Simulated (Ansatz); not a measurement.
Li$_{6}$MgBr$_{8}$:
```yaml
crystal:
  lattice:
    - [0.00000, 5.48985, 5.48985]
    - [5.48985, 0.00000, 5.48985]
    - [5.48985, 5.48985, 0.00000]
  atoms:
    - { symbol: Li, position: [0.00000, 0.50000, 0.00000] }
    - { symbol: Li, position: [0.50000, 0.00000, 0.00000] }
    - { symbol: Li, position: [0.50000, 0.00000, 0.50000] }
    - { symbol: Li, position: [0.00000, 0.50000, 0.50000] }
    - { symbol: Li, position: [0.00000, 0.00000, 0.50000] }
    - { symbol: Li, position: [0.50000, 0.50000, 0.00000] }
    - { symbol: Mg, position: [0.00000, 0.00000, 0.00000] }
    - { symbol: Br, position: [0.25000, 0.25000, 0.25000] }
    - { symbol: Br, position: [0.75000, 0.75000, 0.75000] }
    - { symbol: Br, position: [0.24329, 0.75671, 0.24329] }
    - { symbol: Br, position: [0.75671, 0.24329, 0.75671] }
    - { symbol: Br, position: [0.24329, 0.75671, 0.75671] }
    - { symbol: Br, position: [0.75671, 0.24329, 0.24329] }
    - { symbol: Br, position: [0.24329, 0.24329, 0.75671] }
    - { symbol: Br, position: [0.75671, 0.75671, 0.24329] }
```

Relaxed with r²SCAN. Special points in fractions of this cell's reciprocal vectors: Γ (0.000, 0.000, 0.000); X (0.500, 0.000, 0.500); U (0.625, 0.250, 0.625); K (0.375, 0.375, 0.750); L (0.500, 0.500, 0.500); W (0.500, 0.250, 0.750).

Task: List the band energies nearest the valence-band maximum at these points for plane-wave PAW r²SCAN (Ansatz code).

Result: In eV from the valence-band maximum; about four levels below and three above (degenerate sets whole), none deeper than 8.9 eV; points with the same levels are listed once.

```csv
k,below,above
Γ,-0.28 -0.28 -0.28 0.00 0.00 0.00,5.57 6.36 6.41
X,-0.38 -0.30 -0.26 -0.26,7.07 7.78 7.87
U,-0.55 -0.49 -0.48 -0.11,7.17 7.66 7.83
L,-0.19 -0.19 -0.12 -0.12,6.82 6.87 7.01
W,-0.42 -0.34 -0.34 -0.33,7.27 8.10 8.13 8.13 8.14
```

Space group Fm-3m. The first step of the workflow began from a Materials Project structure, measured or hypothetical; the Crystallography Open Database copy checked does not list it. Its standing as an ambient phase is unchecked. The r²SCAN relaxation kept the symmetry of its start; whether a distortion lowers the energy is not shown. Scalar-relativistic: spin–orbit coupling is off unless named, which matters more the heavier the elements.

Potentials: the later of the program's two PAW sets.
